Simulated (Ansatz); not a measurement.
Given:

BeS (zinc blende, space group No. 216), a = b = c = 4.869 Å, α = β = γ = 90.00°; the cell used has 2 atoms.

This is the r²SCAN-relaxed structure.

Q: All from r²SCAN in the plane-wave PAW code Ansatz, unless another level is named. Estimate the hole effective mass, band 1 of 3 at the edge.

A: 0.57 along [100], 4.3 along [110], 1.3 along [111] (mₑ).

Q: Give the formation energy from the elements (no fitted shifts).

A: -1.22 eV/atom.

Q: Give the electron effective mass.

A: 0.29, 0.29, 0.79 mₑ (principal values).

Q: What about the weight of the valence-edge state by species (Voronoi cells)?

A: S 80 %, Be 20 %.

Space group F-43m (zinc blende). The cell was relaxed with r²SCAN under the symmetry of its start. The volume moved by 28 % from the start of the relaxation. The references are the lowest solids computed at this level, not always the standard phases.

Potentials: the later of the program's two PAW sets.

Edges and masses are those of Kohn–Sham bands, whose gap is no quasiparticle gap.
